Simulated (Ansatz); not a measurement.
Values for one crystal, relaxed and computed with r²SCAN (plane waves, PAW; program Ansatz); other levels are named.

| Property | Value |
|---|---|
| Volume per atom | 20.19 Å³ |
| Electronic character | metallic (no gap) |
| Formation energy from the elements (no fitted shifts) | -0.60 eV/atom |
| Density of states at the Fermi level | 0.56 states/eV per atom (mean over ±0.08 eV) |

### Question
Pick the material that matches.
A) La2In, P6_3/mmc (La on 2a, La on 2d, In on 2c)
B) YSn2, Cmcm (Y on 4c, Sn on 4c, Sn on 4c)
C) Ni3Pt, Cu3Au type
D) YAl2, cubic Laves (MgCu2 type)

### Answer
D, YAl2, cubic Laves (MgCu2 type)

Space group Fd-3m (cubic Laves (MgCu2 type)). The workflow started from a Materials Project entry (that database holds measured and hypothetical structures alike); the Crystallography Open Database copy checked does not list it. Whether it is the stable phase at ambient conditions was not checked. The cell was relaxed with r²SCAN under the symmetry of its start; its stability against distortions is not shown here. No spin polarisation was allowed. The references are the lowest solids computed at this level, not always the standard phases. Scalar-relativistic: spin–orbit coupling is off unless named, which matters more the heavier the elements.

Potentials: the later of the program's two PAW sets.
